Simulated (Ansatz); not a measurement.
Here is the system:

LuRu3C:
```
CELL_PARAMETERS angstrom
      4.10557     0.00000     0.00000
      0.00000     4.10557     0.00000
      0.00000     0.00000     4.10557
ATOMIC_POSITIONS crystal
  Lu 0.50000 0.50000 0.50000
  Ru 0.50000 0.00000 0.00000
  Ru 0.00000 0.50000 0.00000
  Ru 0.00000 0.00000 0.50000
  C  0.00000 0.00000 0.00000
```

This is the r²SCAN-relaxed structure.

Question: All from DFT-r²SCAN in the program Ansatz with PAW potentials, unless another level is named. Estimate the electronic character.

Answer: metallic (no gap).

Question: And the density of states at the Fermi level?

Answer: 0.45 states/eV per atom (mean over ±0.08 eV).

Question: What about the formation energy from the elements (no fitted shifts)?

Answer: -0.29 eV/atom.

Space group Pm-3m (anti-perovskite). The first step of the workflow began from a Materials Project structure, measured or hypothetical; the Crystallography Open Database copy checked does not list it. Whether it is the stable phase at ambient conditions was not checked. Symmetry was held in the r²SCAN relaxation; its stability against distortions is not shown here. The run is not spin-polarised. The references are the lowest solids computed at this level, not always the standard phases. Spin–orbit coupling is left out wherever it is not named.

Potentials: the later of the program's two PAW sets.
